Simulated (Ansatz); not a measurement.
**Lattice vibrations of SiBr5 at Γ**

All numbers below come from DFT PBE, scalar-relativistic, plane waves, PAW in Ansatz. Plane waves to 420 eV; Γ-centred k mesh 6×6×6; Fermi-Dirac smearing of 0.15 eV. No spin polarisation. Phonons by linear response, acoustic sum rule imposed.

Equilibrium structure at this level:
```
Si Br
1.0
     0.00000    5.57625    5.57625
     5.57625    0.00000    5.57625
     5.57625    5.57625    0.00000
Si Br
1 5
Direct
  0.25000 0.25000 0.25000
  0.75000 0.75000 0.75000
  0.13559 0.59322 0.13559
  0.13559 0.13559 0.13559
  0.59322 0.13559 0.13559
  0.13559 0.13559 0.59322
```

The cell was found from a structure generator's guess, not taken from experiment. In a metal, frequencies depend on the k mesh and the smearing, soft modes most. No dispersion correction is applied, so modes and constants that involve weak contacts between layers, chains or molecules come out too soft.

Optical modes at Γ; i marks an imaginary frequency:
| frequency (THz) | degeneracy |
| --- | --- |
| 0.57i | 3 |
| 0.32i | 3 |
| 2.32 | 2 |
| 3.70 | 3 |
| 7.04 | 1 |
| 13.33 | 3 |

6 of the 15 optical modes are unstable, so the structure is a saddle point of the energy and would distort without enlarging its cell.
